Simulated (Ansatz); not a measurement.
BaGaHO₂:
```cif
data_HBaGaO2
_chemical_formula_sum 'Ba1 Ga1 O2 H1'
_space_group_name_H-M_alt 'P 1'
_space_group_IT_number 1
_cell_length_a 3.97577
_cell_length_b 3.97577
_cell_length_c 3.84706
_cell_angle_alpha 90.000
_cell_angle_beta 90.000
_cell_angle_gamma 90.000
loop_
_space_group_symop_operation_xyz
  'x, y, z'
loop_
_atom_site_label
_atom_site_type_symbol
_atom_site_fract_x
_atom_site_fract_y
_atom_site_fract_z
_atom_site_occupancy
Ba1 Ba 0.50000 0.50000 0.50000 1
Ga1 Ga 0.00000 0.00000 0.00000 1
O1 O 0.50000 0.00000 0.00000 1
O2 O 0.00000 0.50000 0.00000 1
H1 H 0.00000 0.00000 0.50000 1
```

Relaxed with PBEsol.

Problem. Decompose the optical modes at the zone centre into irreducible representations, and say which are infrared and Raman allowed.

Solution. Point group 4/mmm: Γ_opt = 3A2u + B2u + 4Eu. Infrared: A2u, Eu. Raman: none.

Problem. Assign frequencies (DFPT, DFT-PBEsol in the program Ansatz with PAW potentials; without the LO–TO term).

Solution. A2u 37i, Eu 154, A2u 163, B2u 225, Eu 260, Eu 446, Eu 872, A2u 942 cm⁻¹.

Subscripts of B labels follow the axes of the standard setting.

Space group P4/mmm. The start of the workflow was typed in or built on a structure type; neither database checked (COD, Materials Project) lists it. Whether it is the stable phase at ambient conditions was not checked. The cell was relaxed with PBEsol under the symmetry of its start; phonons show weakly imaginary modes. Spin–orbit coupling is left out wherever it is not named.

Potentials: the earlier of the program's two PAW sets. The files were generated under PBE; for other functionals the program regenerates the frozen cores, and for LDA and PBEsol the local potential too.
